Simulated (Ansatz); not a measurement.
AlRu (rock salt, Fm-3m) at seven volumes, r²SCAN in the plane-wave PAW code Ansatz, scaled uniformly. One row is withheld.

| V (Å³/atom) | P (GPa) |
|---|---|
| 13.691 | 17.88 |
| 14.142 | 10.95 |
| 14.593 | 5.04 |
| 15.045 | 0.00 |
| 15.496 | ? |
| 15.947 | -7.98 |
| 16.399 | -11.11 |

Q: Fit the shown pressures and predict the withheld one.

A: P = (3/2)B₀(x^(7/2) − x^(5/2))[1 + (3/4)(B′ − 4)(x − 1)] with x = (V₀/V)^(2/3). Least squares on the six rows gives V₀ = 15.045 Å³/atom, B₀ = 155 GPa, B′ = 4.27. At V = 15.496, x = 0.9805 and P = -4.30 GPa. The run itself gave -4.31 GPa.

The start of the workflow was typed in or built on a structure type; neither database checked (COD, Materials Project) lists it. COD files the formula under space group No. 221, so this cell is another polymorph or a model. Whether it is the stable phase at ambient conditions was not checked. Symmetry was held in the r²SCAN relaxation. At this level the phase is mechanically unstable. No spin polarisation was allowed. Its formation energy is positive at this level, so the cell may be metastable or incomplete.

Potentials: the earlier of the program's two PAW sets.
